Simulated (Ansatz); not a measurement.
## Piezoelectric tensor of BN

Theory: Ansatz 0.2.0, DFT PBE0, scalar-relativistic, plane waves, PAW. Cutoff 420 eV, 8×8×8 k-points (Γ-centred), fixed occupations. No spin polarisation.

The cell is fixed (symmetry leaves no force on the atoms) and stands under 0.0 GPa:
```
B N
1.0
     0.00000    1.79830    1.79830
     1.79830    0.00000    1.79830
     1.79830    1.79830    0.00000
B N
1 1
Direct
  0.00000 0.00000 0.00000
  0.25000 0.25000 0.25000
```

The cell is the ideal cubic zincblende prototype.

Question: Give the relaxed-ion proper piezoelectric stress tensor e_iJ (C/m², Voigt columns xx yy zz yz xz xy).

Answer:
```
x    0.00  0.00  0.00 -0.81  0.00  0.00
y    0.00  0.00  0.00  0.00 -0.81  0.00
z    0.00  0.00  0.00  0.00  0.00 -0.81
```
Signs follow the orientation of the cell as given.

Question: With the elastic constants (GPa, Voigt order)
C11 = 840.8, C12 = 186.1, C13 = 186.1, C22 = 840.8, C23 = 186.1, C33 = 840.8, C44 = 482.3, C55 = 482.3, C66 = 482.3 GPa; the others vanish.
find the strain coefficients d = e·C⁻¹ (pC/N).

Answer:
```
x    0.00  0.00  0.00 -1.69  0.00  0.00
y    0.00  0.00  0.00  0.00 -1.69  0.00
z    0.00  0.00  0.00  0.00  0.00 -1.69
```

Cost: 1 run of about 20 core-minutes, on Arm Neoverse V1 (shared hosts).